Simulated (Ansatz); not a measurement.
The start is a generated cell, Cs built in the bcc structure type. The cell and all atomic positions are relaxed at zero pressure with PBE (plane waves to 420 eV, PAW, scalar-relativistic; Ansatz, a quantum-chemistry and plane-wave program). First-step values are on the input's coarse k-mesh.

Ansatz input (later rounds restart from its end on a renewed k-mesh):
Ansatz 0.2 input:
```yaml
crystal:
  lattice:
    - [-3.025, 3.025, 3.025]
    - [3.025, -3.025, 3.025]
    - [3.025, 3.025, -3.025]
  atoms:
    - { symbol: Cs, position: [0, 0, 0] }
basis: { ecutwfc: 420, ecutrho_ratio: 4, xc_grid: 2, fft_grid_basis: typed }
kpoints: { mp_grid: { grid: [8, 8, 8] } }
hamiltonian:
  xc: pbe
  dispersion: none
  pseudopotentials: { azcp: { folder: ./paw }, kind: paw }
scf: { occupations: { method: fermi_dirac, width: 0.05 } }
relax: { f_tol: 0.01, max_steps: 100, cell: { stress_tol: 0.02 } }
output: { forces: true, stress: true }
```

By how much does the energy per atom fall from start to end?

Under 0.01 eV/atom.

How does the volume per atom move from start to end?

+5.4 %, from 110.72 to 116.69 Å³/atom.

Give the final cell and atomic positions.


Space group Im-3m (No. 229); a = b = c = 6.157 Å, α = β = γ = 90.00°

```tsv
atom	site	symmetry	x	y	z
Cs	2a	m-3m	0.0000	0.0000	0.0000
```
(The calculation used a cell of 1 atom; values per cell refer to that cell.)

The space group stays Im-3m (No. 229) (the run could not lower it); the end is bcc (W type), with 1 atom in the primitive cell. Final values are on a 11×11×11 k-mesh of the relaxed cell. No spin polarisation in the result.

The run could not lose the symmetry of its start.
